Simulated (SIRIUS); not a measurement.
Worked example: self-consistent single point of GePt₃ (C2/m, 8 atoms in the cell; from Materials Project mp-16315, changed as shown) in SIRIUS.

Method: PBEsol, GBRV PBEsol ultrasoft pseudopotentials (plane waves; SIRIUS).

The change in words: lattice scaled by 0.98. Reference geometry (C2/m):
```
GePt3
1.0
    3.91511    -3.91238     0.00000
    3.91511     3.91238     0.00000
   -3.90709     0.00000     3.99541
Ge Pt
2 6
Direct
  0.25129   0.25129   0.50012
  0.74871   0.74871   0.49988
  0.25080   0.74920   0.50000
  0.74920   0.25080   0.50000
  0.69280   0.69280   0.00227
  0.30720   0.30720   0.99773
  0.80842   0.19158   0.00000
  0.19158   0.80842   0.00000
```

Reference input (self-consistent single point, DFT, PBEsol, plane waves, GBRV PBEsol ultrasoft pseudopotentials): parameters.ngridk = 4 4 4; parameters.xc_functionals = [XC_GGA_X_PBE_SOL, XC_GGA_C_PBE_SOL]; parameters.gk_cutoff = 6.325 1/bohr; parameters.pw_cutoff = 14.143 1/bohr; parameters.smearing = fermi_dirac; parameters.smearing_width = 0.00183747 Ha; potentials = GBRV PBEsol ultrasoft pseudopotentials; parameters.electronic_structure_method = pseudopotential; parameters.num_bands = 74; parameters.num_mag_dims = 0; parameters.num_dft_iter = 100; parameters.energy_tol = 1e-07 Ha. This run's input differs from it in these lines:

```diff
@@ -32,5 +32,5 @@
     "lattice_vectors": [
-      [7.3984761992, -7.3933266955, 0.0],
-      [7.3984761992, 7.3933266955, 0.0],
-      [-7.383331934, 0.0, 7.5502268761]
+      [7.2505068641, -7.2454594057, 0.0],
+      [7.2505068641, 7.2454594057, 0.0],
+      [-7.2356649552, 0.0, 7.399222641]
     ],
@@ -44,12 +44,12 @@
       "Ge": [
-        [0.0257742013, -0.0, 3.7760194653],
-        [7.387846263, -0.0, 3.7742074108]
+        [0.0252589824, 0.0, 3.7004992272],
+        [7.2400897907, -0.0, 3.6987234138]
       ],
       "Pt": [
-        [3.7068102322, 3.684834025, 3.7751134381],
-        [3.7068102322, -3.684834025, 3.7751134381],
-        [10.2345684581, 0.0, 0.017139015],
-        [-2.8209479937, 0.0, 7.5330878611],
-        [7.3984761992, -4.5604996388, 0.0],
-        [7.3984761992, 4.5604996388, 0.0]
+        [3.6326743866, 3.6111369678, 3.6996113205],
+        [3.6326743866, -3.6111369678, 3.6996113205],
+        [10.0298773515, -0.0, 0.0167962354],
+        [-2.7645285784, -0.0, 7.3824264056],
+        [7.2505068641, -4.4692891798, 0.0],
+        [7.2505068641, 4.4692891798, 0.0]
       ]
```

The program printed (abridged):

```
[find] density tolerance         : 1e-06
[find] total energy tolerance    : 1e-07
[find] iter_solver_tol (initial) : 0.01
[find] iter_solver_tol (target)  : 1e-13
[find] num_dft_iter              : 100
Charges and magnetic moments
--------------------------------------------------------------------------------
total charge          : 124.000000
[find] | SCF iteration   0 out of 100|
[diagonalize] iterative solver tolerance (occupied, empty): 0.01 0.01
[diagonalize] average number of iterations: 2
[find] Charges and magnetic moments
[find] total charge          : 124.000000
[find] Energy
   [... lines left out ...]

[find] Charges and magnetic moments
[find] total charge          : 124.000000
[find] Energy
[find] smearing (-TS)                 :      -0.00102444
[find] Total energy                   :    -844.94707277 (Ha),   -1689.89414554 (Ry)
[find] Free energy (E-TS)             :    -844.94809721 (Ha),   -1689.89619443 (Ry)
[find] band gap (eV)                  :       0.00000000
[find] Efermi                         :       0.80582662
[find] iteration : 16, RMS (target) : 9.3318e-07 (1.0000e-06) , energy difference (target) : -3.4651e-09 (1.0000e-07)
[find] bands are converged : true
[find] iterative solver converged : false
[find] converged after 17 SCF iterations!
[find] Charges and magnetic moments
[find] total charge          : 124.000000
[find] Energy
[find] smearing (-TS)                 :      -0.00102444
[find] Total energy                   :    -844.94707277 (Ha),   -1689.89414554 (Ry)
[find] Free energy (E-TS)             :    -844.94809721 (Ha),   -1689.89619443 (Ry)
[find] band gap (eV)                  :       0.00000000
[find] Efermi                         :       0.80582662
[ground_state] === stress tensor components [kbar] ===
[ground_state] === stress_total ===
[ground_state]   -96.016026    0.000000    0.396746
[ground_state]     0.000000  -96.729757    0.000000
[ground_state]     0.396746    0.000000 -129.713303
[ground_state] ==== total Forces in Ha/bohr =====
   [... lines left out ...]
[ground_state] atom:    3, force:       0.0000000      0.0000448      0.0000000
[ground_state] atom:    4, force:       0.0062603      0.0000000      0.0000750
[ground_state] atom:    5, force:      -0.0062603     -0.0000000     -0.0000750
[ground_state] atom:    6, force:       0.0000000      0.0064567     -0.0000000
[ground_state] atom:    7, force:      -0.0000000     -0.0064567      0.0000000
```

The run converged in 17 iterations. SIRIUS prints the stress tensor with tension positive. Against the reference run the free energy goes up by 18.0 meV/atom, the pressure goes from -4.90 to 10.75 GPa and the largest force goes from 0.148 to 0.332 eV/Å.

The structure comes from a collection of computed structures, made at another level of theory; the collection holds predicted forms beside known ones. No clean gap shows at this smearing width and mesh (spacing up to 0.40 Å⁻¹); the mesh is coarse for partly filled bands, so the values carry mesh errors.

Cost on one core: roughly 3 core-minutes.
